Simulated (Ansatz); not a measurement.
YC$_{2}$:
```
CELL_PARAMETERS angstrom
     -1.79446     1.79446     3.05725
      1.79446    -1.79446     3.05725
      1.79446     1.79446    -3.05725
ATOMIC_POSITIONS crystal
  Y  0.00000 0.00000 0.00000
  C  0.39447 0.39447 0.00000
  C  0.60553 0.60553 0.00000
```

Relaxed with LDA. Special points in fractions of this cell's reciprocal vectors: Γ (0.000, 0.000, 0.000); X (0.000, 0.000, 0.500); P (0.250, 0.250, 0.250); N (0.000, 0.500, 0.000); M (0.500, 0.500, -0.500); S (0.336, 0.664, -0.336); S0 (-0.336, 0.336, 0.336); R (-0.172, 0.172, 0.500); G (0.500, 0.500, -0.172).

Q: List the band energies nearest the Fermi level at these points for LDA (plane waves, PAW; program Ansatz).

A: In eV from the Fermi level; about four levels below and three above (degenerate sets whole), none deeper than 8.9 eV; points with the same levels are listed once.

| k | below | above |
|---|---|---|
| Γ | -3.19 -3.19 -0.55 -0.55 | 0.37 2.86 3.22 |
| X | -5.04 -3.96 -3.71 -3.03 | 2.57 4.61 5.69 |
| P | -4.77 -4.77 -2.55 -0.32 -0.32 | 5.15 5.69 5.72 |
| N | -7.59 -5.49 -4.98 -3.09 | 2.08 3.06 3.53 |
| M | -3.89 -3.89 -2.63 -0.94 | 3.88 4.08 4.08 |
| S | -6.74 -5.78 -4.73 -3.27 | 1.93 2.84 3.36 |
| R | -4.95 -4.94 -3.49 -0.86 | 2.91 3.84 5.11 |

Space group I4/mmm (MoSi2 or CaC2 type). The workflow started from an entry of the Crystallography Open Database (COD). Whether it is the stable phase at ambient conditions was not checked. Symmetry was held in the LDA relaxation; of distortions, only those at the zone centre were tested. No spin polarisation was allowed. Spin–orbit coupling is left out wherever it is not named.

Potentials: the later of the program's two PAW sets.
